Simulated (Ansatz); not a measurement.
# How NaCl (Fm-3m) stiffens under pressure

```xyz
2
Lattice="0.0000 2.8010 2.8010 2.8010 0.0000 2.8010 2.8010 2.8010 0.0000" Properties=species:S:1:pos:R:3 pbc="T T T"
Na    0.0000    0.0000    0.0000
Cl    2.8010    2.8010    2.8010
```

This is the zero-pressure cell. At each pressure cell and atoms are relaxed in this structure, and the constants are slopes of the stress at strains of ±0.005 with relaxed ions (the coefficients that govern stability under load). Level: PBEsol, PAW on Ansatz 0.2.0's default frozen-core files (fitted under PBE), scalar-relativistic; k mesh 8×8×8, strains of ±0.005, fixed occupations, cutoff 420 eV. P is the pressure of the relaxed cell, less that of this one.

```tsv
P (GPa)	V/V₀	C11 (GPa)	C12 (GPa)	C44 (GPa)
0.00	1.0000	54.8	11.4	12.0
1.02	0.9645	65.8	13.0	12.2
2.00	0.9360	76.1	14.4	12.3
4.00	0.8893	96.2	17.2	12.4
6.99	?	?	?	?
10.00	0.7972	153.0	25.2	12.2
15.00	0.7471	197.7	31.5	11.9
```

Task: Does the bulk modulus from the constants agree with the pressure-volume curve?

Result: A third-order Birch-Murnaghan fit to the volumes shown (F against f, f = [(V₀/V)^(2/3) − 1]/2) gives B₀ = 25.9 GPa and B′ = 4.7. Its −V dP/dV stands beside (C11 + 2C12)/3:

```
P (GPa)  from P(V)  from the constants
   0.00       25.9                25.9
   1.02       30.6                30.6
   2.00       34.9                34.9
   4.00       43.5                43.5
  10.00       67.8                67.8
  15.00       87.1                86.9
```

Task: What are the pressure derivatives at zero pressure?

Result: Slopes at V₀ of quadratic fits in −ln(V/V₀) through the first four rows shown, divided by B₀: dC11/dP = 10.9, dC12/dP = 1.5, dC44/dP = 0.2. The mean slopes up to 2.0 GPa are 10.6, 1.5, 0.1; curvature and scatter of the constants part the two. The combination (dC11/dP + 2 dC12/dP)/3 = 4.6 stands against B′.

Task: Fill the row at 6.99 GPa.

Result: Cubic fits in −ln(V/V₀) through all rows shown give C11 = 125.1, C12 = 21.2, C44 = 12.4 GPa. Computed: V/V₀ = 0.8372, C11 (GPa) = 125.0, C12 (GPa) = 21.2, C44 (GPa) = 12.4.

Task: Does a shear stiffness soften?

Result: C44 goes from 12.0 to 11.9 GPa, through a maximum of 12.4 near 4 GPa; (C11 − C12)/2 goes from 21.7 to 83.1 GPa. Neither ends more than 3 % under its start, and the lattice stays mechanically stable over this range.

Caveats: no other phase was computed; many crystals of this kind change structure within this range, and rows or crossings beyond such a change describe a metastable lattice; frozen-core PAW files fitted under PBE, their cores solved anew for the functional of the run; phonons weren't checked at these pressures.
